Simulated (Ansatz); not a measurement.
The relaxed structure here is a generated cell of ZrO2: the first start was made by placing the elements on the sites of a structure type, and the end was not matched to a known phase here, so it may be hypothetical. Known forms of ZrO2 include space group No. 14, 137, 225.

A relaxed structure of ZrO2. Space group P2/m (No. 10). Calculation: PBE (plane waves to 420 eV, PAW, scalar-relativistic; Ansatz, a quantum-chemistry and plane-wave program).

```cif
data_O8Zr4
_chemical_formula_sum 'Zr4 O8'
_space_group_name_H-M_alt 'P2/m'
_space_group_IT_number 10
_space_group_name_Hall '-P 2y'
_cell_length_a 5.89013
_cell_length_b 3.41448
_cell_length_c 8.35558
_cell_angle_alpha 90.000
_cell_angle_beta 106.069
_cell_angle_gamma 90.000
loop_
_atom_site_label
_atom_site_type_symbol
_atom_site_symmetry_multiplicity
_atom_site_Wyckoff_symbol
_atom_site_fract_x
_atom_site_fract_y
_atom_site_fract_z
_atom_site_occupancy
Zr1 Zr 2 m 0.16468 0.00000 0.73657 1
Zr2 Zr 2 n 0.29374 0.50000 0.13459 1
O1 O 1 c 0.00000 0.00000 0.50000 1
O2 O 1 d 0.50000 0.00000 0.00000 1
O3 O 2 n 0.09809 0.50000 0.88294 1
O4 O 2 n 0.62928 0.50000 0.29389 1
O5 O 2 m 0.21495 0.00000 0.23746 1
```

**Question.** Predict the band gap from PBE.

**Answer.** 3.61 eV, direct within 0.03 eV (at Γ) (no spin-orbit coupling).

**Question.** What is the computed smallest direct gap (PBE)?

**Answer.** 3.63 eV at Γ.

No spin polarisation in the result.

The run could not lose the symmetry of its start, so the end can be a saddle point.
